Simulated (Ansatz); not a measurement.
Al$_{5}$C$_{3}$N:
```xyz
18
Lattice="3.2920 0.0000 0.0000 -1.6460 2.8510 0.0000 0.0000 0.0000 21.7074" Properties=species:S:1:pos:R:3 pbc="T T T"
Al     0.0000     0.0000    14.3071
Al     0.0000     0.0000     3.4534
Al     0.0000     1.9007     0.9703
Al     1.6460     0.9503    11.8240
Al     0.0000     1.9007     5.6999
Al     1.6460     0.9503    16.5536
Al     1.6460     0.9503    20.6831
Al     0.0000     1.9007     9.8294
Al     0.0000     0.0000    18.3973
Al     0.0000     0.0000     7.5437
C      0.0000     0.0000     5.4046
C      0.0000     0.0000    16.2583
C      0.0000     1.9007     7.9364
C      1.6460     0.9503    18.7901
C      0.0000     0.0000    10.8974
C      0.0000     0.0000     0.0437
N      0.0000     1.9007     2.8177
N      1.6460     0.9503    13.6714
```

Relaxed with PBEsol. Special points in fractions of this cell's reciprocal vectors: Γ (0.000, 0.000, 0.000); M (0.500, 0.000, 0.000); K (0.333, 0.333, 0.000); A (0.000, 0.000, 0.500); L (0.500, 0.000, 0.500); H (0.333, 0.333, 0.500).

Question: List the band energies nearest the valence-band maximum at these points for the program Ansatz at the PBEsol level (PAW).

Answer: In eV from the valence-band maximum; about four levels below and three above (degenerate sets whole), none deeper than 8.9 eV; points with the same levels are listed once.

| k | below | above |
|---|---|---|
| Γ | 0.00 0.00 0.00 0.00 | 1.89 2.37 3.11 |
| M | -1.99 -1.97 -0.80 -0.76 | 0.74 0.94 2.17 |
| K | -2.05 -2.03 -2.03 -1.48 | 1.92 1.92 2.64 2.64 |
| A | 0.00 0.00 0.00 0.00 | 2.13 2.13 3.13 3.13 |
| L | -2.01 -2.01 -0.78 -0.78 | 0.85 0.85 2.42 2.42 |
| H | -2.04 -2.04 -1.71 -1.71 | 1.98 1.98 2.53 2.53 |

Space group P6_3mc. The first step of the workflow began from a Materials Project structure, measured or hypothetical; the Crystallography Open Database files this formula in space group No. 186, but the cells were not matched. Its standing as an ambient phase is unchecked. The cell was relaxed with PBEsol under the symmetry of its start; whether a distortion lowers the energy is not shown.

Potentials: the later of the program's two PAW sets.
